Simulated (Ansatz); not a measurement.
CuI:
Space group F-43m (No. 216); a = 5.862 Å, b = 5.862 Å, c = 5.862 Å, α = 90.00°, β = 90.00°, γ = 90.00°

| atom | site | symmetry | x | y | z |
|---|---|---|---|---|---|
| I | 4c | -43m | 0.2500 | 0.2500 | 0.2500 |
| Cu | 4a | -43m | 0.0000 | 0.0000 | 0.0000 |
(The calculation used a cell of 2 atoms; values per cell refer to that cell.)

Relaxed with LDA.

Decompose the optical modes at the zone centre into irreducible representations, and say which are infrared and Raman allowed.

Point group -43m: Γ_opt = T2. Infrared: T2. Raman: T2.

Assign frequencies (DFPT, LDA in the plane-wave PAW code Ansatz; without the LO–TO term).

T2 156 cm⁻¹.

Symmetry was held in the LDA relaxation; phonons on a q-mesh show no instability. The run is not spin-polarised. The volume moved by -17 % from the start of the relaxation. Scalar-relativistic: spin–orbit coupling is off unless named, which matters more the heavier the elements.

Potentials: the later of the program's two PAW sets.
